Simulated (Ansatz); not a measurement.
# Zone-centre phonons of ZrRh3 at 8 GPa: input and output

Computed with DFT LDA, scalar-relativistic, plane waves, PAW in Ansatz.

Launched with:
```bash
ansatz run input.yaml --threads 1 --pin off --max-ram 3072MiB --backend cpu --events-out ev --progress --plain --runs-dir out
```

Input (bare energies are in eV):
```yaml
crystal:
  lattice:
    - [3.8406906916, 0.0, 0.0]
    - [0.0, 3.8406906916, 0.0]
    - [0.0, 0.0, 3.8406906916]
  atoms:
    - { symbol: Zr, position: [0.0, 0.0, 0.0] }
    - { symbol: Rh, position: [0.0, 0.5, 0.5] }
    - { symbol: Rh, position: [0.5, 0.0, 0.5] }
    - { symbol: Rh, position: [0.5, 0.5, 0.0] }
basis:
  ecutwfc: 420
kpoints:
  mp_grid: { grid: [12, 12, 12] }
hamiltonian:
  xc: lda
scf:
  occupations: { method: fermi_dirac, width: 0.15 }
output:
  eigenvalues: true
phonons:
  method: dfpt
  eigenvectors: true
```

Results section of the output:
```
--- Phonons (Γ-DFPT): 3 representative perturbations + reference, on 343 of 1728 k-points (Σ response iterations 9) ---
  k mesh reduced under 8 symmetry operations, with k and −k counted as one. Each operation leaves every solved displacement unchanged or reverses it
  ASR residual: 1.512e-4 → 0.000e0 eV/Å²; symmetrization residual: 9.711e-6 eV/Å²
  ASR residual per site (eV/Å²): 1.51e-4 8.57e-5 8.57e-5 8.57e-5
  Γ frequencies (cm⁻¹): 0.00 0.00 0.00 171.68 171.68 171.68 192.22 192.22 192.22 239.37 239.37 239.37
  non-analytic LO–TO correction: not included (Born effective charges unavailable; polar crystals: no LO–TO splitting at Γ)
```

It took 2.9 min on 1 thread of Intel(R) Xeon(R) Platinum 8488C (Sapphire Rapids), on a shared host, peak memory 2.2 GiB.

In a metal, frequencies and elastic constants depend on the k mesh and the smearing, soft modes and shear constants most. Other phases may be more stable at this pressure.